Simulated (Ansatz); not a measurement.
This Cs₃Mg₂ structure is the end of a relaxation. The cell was found from a structure generator's guess, not taken from experiment.

Method: DFT PBE, scalar-relativistic, plane waves, PAW (Ansatz 0.2.0). Cutoff 420 eV, Γ-centred mesh, Gaussian smearing, no spin polarisation.

```yaml
crystal:
  lattice:
    - [7.58217, 0.00000, 0.00000]
    - [0.00000, 7.58217, 0.00000]
    - [0.00000, 0.00000, 7.58217]
  atoms:
    - { symbol: Cs, position: [0.00000, 0.50000, 0.50000] }
    - { symbol: Cs, position: [0.50000, 0.00000, 0.50000] }
    - { symbol: Cs, position: [0.50000, 0.50000, 0.00000] }
    - { symbol: Mg, position: [0.00000, 0.00000, 0.00000] }
    - { symbol: Mg, position: [0.50000, 0.50000, 0.50000] }
```

The zero of energy is the elements' standard structures at the same level; no fitted shifts are applied.

(1) What space group does it have?

(2) What is its formation energy per atom?

(3) Is it a metal?

## Answers

(1) Pm-3m (No. 221). Conventional cell: a = 7.582 Å. Cs is surrounded by 2 Mg at 3.79 Å, 4 Mg at 5.36 Å and 8 Cs at 5.36 Å; Mg on its first site has 12 Cs at 5.36 Å; Mg on its second site is surrounded by 6 Cs at 3.79 Å.

(2) +0.39 eV/atom. The separate elements lie lower, so it is unstable against them.

(3) Yes, bands cross the Fermi level on the 6×6×6 mesh.

The last run used a 6×6×6 mesh for its 5-atom cell and Gaussian smearing of 0.10 eV. Symmetry constrained the relaxation, so the result can be a saddle point.
